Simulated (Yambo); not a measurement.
## How GW settings move the gap: K₂PtBr₆

G0W0@LDA for K₂PtBr₆ (space group Fm-3m, No. 225) in Yambo. Reference settings: 2×2×2 Γ-centred k mesh, bands 5 to 390 and a 7 Ry block in the screening, 390 bands in G with the Bruneval-Gonze terminator, plasmon pole fitted at 27.2 eV. The LDA gap Γ → X on this mesh is 0.92 eV; G0W0 gaps are taken between the same points.

```tsv
change from the reference	G0W0 gap Γ → X (eV)	shift of the valence edge (eV)	rough Yambo cost
reference settings	2.96	-1.16	1
143 bands in W, 143 bands in G	2.95	-0.88	about 1/4
247 bands in W, 247 bands in G	2.95	-1.05	about 1/3
143 bands in G	2.95	-1.07	–
247 bands in G	2.96	-1.13	–
179 bands in W	2.96	-1.01	about 1/3
3 Ry block	2.75	-0.89	about 1/2
2 Ry block	2.68	-0.79	about 1/2
6 Ry block	2.93	-1.12	within a factor of two
pole fitted at 10 eV	2.85	-0.99	–
no random integration	2.90	-0.93	–
143 bands in G, no terminator	3.02	-0.55	–
247 bands in G, no terminator	3.02	-0.87	–
no terminator	3.02	-1.04	–
```

The reference isn't shown to be the converged limit. Costs are rough (shared machines), scaled to the same edge states, and given only for runs that recompute the screening.

Spin-orbit coupling is left out, which matters for elements this heavy: edges can move by tenths of an eV.

Geometry of the Materials Project entry, not relaxed at this level; primitive cell a = 7.331 Å, b = 7.331 Å, c = 7.331 Å, α = 60.00°, β = 60.00°, γ = 60.00°.

A shift is the quasiparticle energy of the state minus its LDA energy.
